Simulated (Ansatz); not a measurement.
All numbers below come from Ansatz 0.2.0, DFT PBE, scalar-relativistic, plane waves, PAW, and for the lanthanide a 4f-in-core norm-conserving potential. The cells use cutoffs of 690 to 770 eV and Γ-centred k meshes spaced at most about 0.3 Å⁻¹ (about 0.25 or finer for metals, 2π included). No spin polarisation in the final relaxations.

Formation energies are uncorrected and refer to the elements' standard structures at the same level (O₂ as a molecule).

A relaxed structure of HoO has 12.72 Å³/atom, −2.12 eV/atom against the elements, no gap on its mesh:

```yaml
crystal:
  lattice:
    - [2.94134, 0.00000, 0.00000]
    - [0.00000, 2.94134, 0.00000]
    - [0.00000, 0.00000, 2.94134]
  atoms:
    - { symbol: Ho, position: [0.50000, 0.50000, 0.50000] }
    - { symbol: O, position: [0.00000, 0.00000, 0.00000] }
```

Q: Predict cell, energy and gap of ErO with the same space group and Wyckoff sites.

A: ErO has a = 2.925 Å: 12.51 Å³/atom, −2.10 eV/atom against the elements, no gap on its mesh. The volume per atom changes by -1.7 % and the formation energy by +0.02 eV/atom (from unrounded values). Covalent radii: Ho 1.92 Å, Er 1.89 Å; electronegativities 1.23 and 1.24. Er is surrounded by 8 O at 2.53 Å and 6 Er at 2.92 Å; O has 8 Er at 2.53 Å and 6 O at 2.92 Å.

```yaml
crystal:
  lattice:
    - [2.92493, 0.00000, 0.00000]
    - [0.00000, 2.92493, 0.00000]
    - [0.00000, 0.00000, 2.92493]
  atoms:
    - { symbol: Er, position: [0.00000, 0.00000, 0.00000] }
    - { symbol: O, position: [0.50000, 0.50000, 0.50000] }
```

The two cells were relaxed from separate starts that ended on the same group and sites; neither need be the stable form of its compound. In HoO Pm-3m, ErO Pm-3m an odd number of valence electrons (the lanthanide is held trivalent, its 4f shell in the core) allows no gap without spin; another valence of the lanthanide, a larger cell or a magnetic state could open one. Cells relaxed within their symmetry can be saddle points. Some structure types and database cells were kept out of the candidates from the start, so a known form may be missing.

The lanthanide is trivalent by construction, without f bands, f moments or other valences. The reference runs of the other elements, and any phases without the lanthanide, used 420 eV, which shifts energies against them by under 10 meV/atom. The lanthanide's reference is the lowest of its hcp, dhcp and fcc cells.
